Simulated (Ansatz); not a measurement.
GaIr₃N (anti-perovskite, space group No. 221) under volume change, the program Ansatz at the r²SCAN level (PAW), scaled uniformly.

```csv
V (Å³/atom),E − E(relaxed) (meV/atom),P (GPa)
12.625,…,…
13.028,…,…
13.431,0.0,0.00
13.834,9.3,-7.06
14.236,34.7,-12.99
```

Task: Fill in the missing entries.

Result: 
- 13.028, E − E(relaxed) (meV/atom): 10.6
- 13.028, P (GPa): 8.65
- 12.625, E − E(relaxed) (meV/atom): 44.9
- 12.625, P (GPa): 18.99

Task: What does a third-order Birch–Murnaghan fit give for V₀, B₀ and B′?

Result: V₀ = 13.43 Å³/atom, B₀ = 260 GPa, B′ = 5.3.

Space group Pm-3m (anti-perovskite). The start of the workflow was typed in or built on a structure type; neither database checked (COD, Materials Project) lists it. Its standing as an ambient phase is unchecked. Symmetry was held in the r²SCAN relaxation; its stability against distortions is not shown here. Magnetic state: ferromagnetic, the only order run, not a proven ground state. The volume moved by 18 % from the start of the relaxation. Its formation energy is positive at this level, so the cell may be metastable or incomplete. Other orbital occupations within this spin state were not tried. No Hubbard U is applied. Spin–orbit coupling is left out wherever it is not named.

Potentials: the earlier of the program's two PAW sets. The files were generated under PBE; for other functionals the program regenerates the frozen cores, and for LDA and PBEsol the local potential too.
